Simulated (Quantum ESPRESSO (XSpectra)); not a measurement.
**The core hole at the P K edge of BiPO4 (P2₁/m)**

```xyz
12
Lattice="4.7805 0.0000 0.0000 0.0000 7.2831 0.0000 -0.4107 0.0000 4.7940" Properties=species:S:1:pos:R:3 pbc="T T T"
Bi     0.5709     5.4623     0.6564
Bi     3.7989     1.8208     4.1376
P      2.8807     5.4623     3.2018
P      1.4892     1.8208     1.5922
O      3.5355     4.2615     3.9566
O      0.8343     3.0215     0.8374
O      0.8343     0.6200     0.8374
O      3.5355     6.6631     3.9566
O      1.1536     1.8208     3.1001
O      3.2162     5.4623     1.6939
O      1.3410     5.4623     3.3217
O      3.0289     1.8208     1.4723
```

Geometry: Materials Project entry mp-558798 (a computed structure). The cell is the entry's, not relaxed again.

Absorber: atom 3, P on Wyckoff site e (site symmetry m), with 2 O at 1.54 Å, 2 O at 1.56 Å.

Simulated with Quantum ESPRESSO (XSpectra): LDA, no, half or full core hole, dipole K-edge X-ray absorption, plane waves, Troullier-Martins potentials made with ld1.x and PseudoDojo potentials for the other elements (Perdew-Zunger form enforced), scalar-relativistic, no spin, constant broadening.

Full-hole run: 36-atom cell (absorber images 7.1 Å apart), 70 Ry, k meshes 2×2×2 (SCF) and 3×3×3 (spectrum), Lorentzian half width 0.7 eV. The ground-state test found a gap, so occupations are fixed and the excited electron is left out (charged cell on a uniform background); energies count from the highest occupied level. Field directions run: x; y; z, weighted by the site's symmetry in the crystal. Intensities are scaled to a mean of 1 over 0–35 eV.

The half-hole run shares these settings; the run without a hole takes the primitive cell with a 5×3×5 mesh.

| core hole | mean 0–10 eV | mean 10–20 eV | mean 20–30 eV | highest value below 30 eV |
|---|---|---|---|---|
| none (primitive cell) | 0.54 | 1.37 | 1.18 | 2.8 |
| half | 1.10 | 1.04 | 1.09 | 3.9 |
| full | 1.45 | 0.93 | 0.90 | 4.3 |

From no hole to a full hole the mean over the first 10 eV goes from 0.54 through 1.10 to 1.45: the hole pulls absorption towards the edge. The cell size was not varied. Each run counts from its own energy zero.
